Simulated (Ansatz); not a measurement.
KTaO3:
```
KTaO3
1.0
    4.02438     0.00000     0.00000
    0.00000     4.02438     0.00000
    0.00000     0.00000     4.02438
K O Ta
1 3 1
Direct
  0.50000   0.50000   0.50000
  0.50000   0.00000   0.00000
  0.00000   0.50000   0.00000
  0.00000   0.00000   0.50000
  0.00000   0.00000   0.00000
```

Relaxed with PBE.

### Question
Give the Bader charges and basin volumes of the independent atoms, PBE (plane waves, PAW; program Ansatz).

### Answer


| atom | Bader charge (e) | Bader volume (Å³) |
|---|---|---|
| K1 | +0.82 | 15.8 |
| O2 | -1.24 | 13.3 |
| Ta5 | +2.91 | 9.5 |

Space group Pm-3m (cubic perovskite). The PBE relaxation kept the symmetry of its start. At this level the phase is dynamically unstable (imaginary phonons). No spin polarisation was allowed. Spin–orbit coupling is left out wherever it is not named.

Potentials: the later of the program's two PAW sets.
